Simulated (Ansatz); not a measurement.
## Ti: pressure against volume, fitted

```yaml
crystal:
  lattice:
    - [2.95000, 0.00000, 0.00000]
    - [-1.47500, 2.55477, 0.00000]
    - [0.00000, 0.00000, 4.68600]
  atoms:
    - { symbol: Ti, position: [0.33333, 0.66667, 0.25000] }
    - { symbol: Ti, position: [0.66667, 0.33333, 0.75000] }
```

Atom numbers follow the list: Ti1, Ti2.

The geometry is COD entry 9008517, unchecked; take it as a test cell.

Method: DFT, PBEsol, all-electron LAPW, scalar-relativistic (Ansatz 0.2.0).

Settings: a Γ-centred 13×13×7 k mesh, Fermi–Dirac smearing of 0.08 eV, basis error target 0.5 meV/atom, no spin polarisation.

The cell is scaled evenly. Fractional coordinates are held (clamped ions).

| V (Å³/atom) | P (GPa) |
| --- | --- |
| 16.599 | 0.98 |
| 16.952 | -1.50 |
| 17.128 | -2.66 |
| 17.305 | -3.76 |
| 17.482 | -4.81 |
| 17.658 | -5.81 |
| 17.835 | -6.77 |
| 18.011 | -7.67 |
| 18.188 | -8.54 |
| 18.365 | -9.36 |
| 18.718 | -10.90 |

Problem. Fit a third-order Birch–Murnaghan curve to the pressures.

Solution. P = (3B0/2)(y^(7/2) − y^(5/2))[1 + (3/4)(B0′ − 4)(y − 1)] with y = (V0/V)^(2/3) fits within 0.01 GPa for V0 = 16.734 Å³/atom, B0 = 119.1 GPa and B0′ = 3.59.

Problem. Predict the pressure at the withheld volume, 16.608 Å³/atom.

Solution. There y = 1.0051, so the fit gives 0.92 GPa; the run gave 0.92 GPa.
